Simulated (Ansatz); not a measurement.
What a trial cell of MgTe5 relaxes into

Method: Ansatz, DFT PBE, scalar-relativistic, plane waves, PAW. Cutoff 420 eV, Gaussian smearing, Γ-centred meshes. Cell and atoms relax first on a coarse mesh and then on a finer one. In between, the cell is made exact in the group found at 0.06 Å. In metals the finer mesh still leaves noise of several meV/atom or more. The steps can't lower the symmetry of their start. No spin polarisation.

A trial structure of MgTe5 was built thus: random cell by space group and Wyckoff sites (F-43m, No. 216). Its size is a rough estimate.

```
CELL_PARAMETERS angstrom
0.00000 4.59706 4.59706
4.59706 0.00000 4.59706
4.59706 4.59706 0.00000
ATOMIC_POSITIONS crystal
Mg 0.50000 0.50000 0.50000
Te 0.87395 0.87395 0.87395
Te 0.87395 0.87395 0.37814
Te 0.87395 0.37814 0.87395
Te 0.37814 0.87395 0.87395
Te 0.25000 0.25000 0.25000
```

Energies over the elements count from the elements' standard structures at the same level, with no fitted energy shifts.

Question: Which structure results?

Answer: The symmetry stays F-43m (No. 216). The volume per atom shrinks by 6.0 %, from 32.4 to 30.4 Å³. The shortest distance goes from 3.22 Å (Te–Te) to 3.18 Å (Te–Te). The end is written in a standard setting, so origin, axes and order of atoms can differ from the start's. Conventional cell: a = 9.006 Å. Mg is surrounded by 16 Te at 3.73–3.90 Å; around Te on a site of symmetry 3m lie 6 Te at 3.18–3.19 Å, 3 Te at 3.73 Å and 3 Mg at 3.73 Å; Te on a site of symmetry -43m has 12 Te at 3.73 Å and 4 Mg at 3.90 Å.

```yaml
crystal:
  lattice:
    - [0.00000, 4.50305, 4.50305]
    - [4.50305, 0.00000, 4.50305]
    - [4.50305, 4.50305, 0.00000]
  atoms:
    - { symbol: Mg, position: [0.50000, 0.50000, 0.50000] }
    - { symbol: Te, position: [0.37487, 0.87504, 0.87504] }
    - { symbol: Te, position: [0.87504, 0.37487, 0.87504] }
    - { symbol: Te, position: [0.87504, 0.87504, 0.37487] }
    - { symbol: Te, position: [0.87504, 0.87504, 0.87504] }
    - { symbol: Te, position: [0.25000, 0.25000, 0.25000] }
```

Question: Give its energy and gap.

Answer: The energy over the elements is +0.38 eV/atom and the gap on the 8×8×8 mesh of the 6-atom cell is 0 eV (a metal).

A positive value: parting into the elements would lower its energy.

The last run used Gaussian smearing of 0.10 eV. These runs have no spin–orbit coupling, which can matter for Te. The cell is a metal run without spin; a magnetic state may lie lower. The reference form of Te is held partly by dispersion forces, which this level lacks. Symmetry constrained the relaxation, so the result can be a saddle point. In all, the 3 runs took 2.6 min on 1 thread of Arm Neoverse V1, on a shared host. Another cell of MgTe5 relaxed alike, in P4/mmm, lies 0.53 eV/atom lower, so this cell isn't the stable form at this level.
